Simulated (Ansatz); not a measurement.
Al2Cu (Al2Cu type, space group I4/mcm)

```xyz
6
Lattice="-3.0029 3.0029 2.3949 3.0029 -3.0029 2.3949 3.0029 3.0029 -2.3949" Properties=species:S:1:pos:R:3 pbc="T T T"
Al     0.9552     3.9581     0.0000
Al     0.9552     2.0477     2.3949
Al     2.0477     0.9552     0.0000
Al     2.0477    -0.9552     2.3949
Cu     0.0000     0.0000     1.1974
Cu     0.0000     0.0000     3.5923
```

The slice is a (-1 1 0) plane (indices of the conventional cell) through the point (0.659, 0.159, 0.818) (fractional), spanned by u = [110] and v = [112] in vectors of this cell: u (4.79 Å) and v (8.49 Å, at 90° to u). It covers one period; positions are fractions (u, v).

Calculation: r2SCAN (plane waves to 500 eV, PAW, scalar-relativistic; Ansatz, a quantum-chemistry and plane-wave program). k mesh 12×12×12. These are valence fields of a PAW run, semicore shells included where kept as valence: close to a nucleus they are smooth pseudo fields. Al2Cu is run without spin polarisation. Al2Cu was relaxed with its symmetry unable to fall.

Problem. Sketch the electrostatic potential energy of an electron, from the cell's mean on this plane as a map.

Solution. 
```
|xxxx27999999972xxx|
|xxxx58999899985xxx|
|xxx3799877789973xx|
|124799976567999742|
|557899875557899875|
|235799976567999753|
|xxx4799877789974xx|
|xxxx58998889985xxx|
|xxxx37999999973xxx|
|xxxx17999999971xxx|
|xxxx27887778872xxx|
|xxxx47642124674xxx|
|xxx2563xxxxx3652xx|
|003664xxxxxxx46630|
|667872xxxxxxx27876|
|999971xxxxxxx17999|
|999972xxxxxxx27999|
|899985xxxxxxx58999|
|7789973xxxxx379987|
|567999742124799976|
|557899875557899875|
|567999753235799976|
|7789974xxxxx479987|
|889985xxxxxxx58998|
|999973xxxxxxx37999|
|999971xxxxxxx17999|
|778872xxxxxxx27887|
|124674xxxxxxx47642|
|xxx3652xxxxx2563xx|
|xxxx46630003664xxx|
|xxxx27876667872xxx|
|xxxx17999999971xxx|
```
Scale: ten equal steps from -1.00 (start of '0') to 7.93 (end of '9'), in the order '0123456789'. Values: electrostatic potential energy of an electron, from the cell's mean, in eV. The map has 18 points along u (one character each, u = 0 at the left) and 32 along v (v = 0 in the bottom row). Points within 1 Å of a nucleus are blanked (x), as the pseudised field means little there. Values under -1 eV are set to -1. The zero, the cell's mean, hangs on the PAW cores.
